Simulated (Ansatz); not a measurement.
The relaxed structure here is a generated cell of Mn: the first start was made by placing the elements on the sites of a structure type, and the end was not matched to a known phase here, so it may be hypothetical.

The end point of a relaxation of Mn. Space group P6/mmm (No. 191). These are PBE (plane waves to 420 eV, PAW, scalar-relativistic; Ansatz, a quantum-chemistry and plane-wave program) values and carry that method's errors.

Space group P6/mmm (No. 191); a = b = 3.9004 Å, c = 2.4540 Å, α = β = 90.00°, γ = 120.00°

```json
[
 {"atom": "Mn", "site": "1a", "symmetry": "6/mmm", "x": "0.0000", "y": "0.0000", "z": "0.0000"},
 {"atom": "Mn", "site": "2d", "symmetry": "-6m2", "x": "0.3333", "y": "0.6667", "z": "0.5000"}
]
```

Task: What is the computed magnetic moment (PBE)?

Result: Zero (the starting moments vanished).

No spin polarisation in the result: the starting moments vanished. A magnetic state may lie lower.

The run could not lose the symmetry of its start, so the end can be a saddle point.

All atoms sit on sites fixed by symmetry, so only the cell could relax.
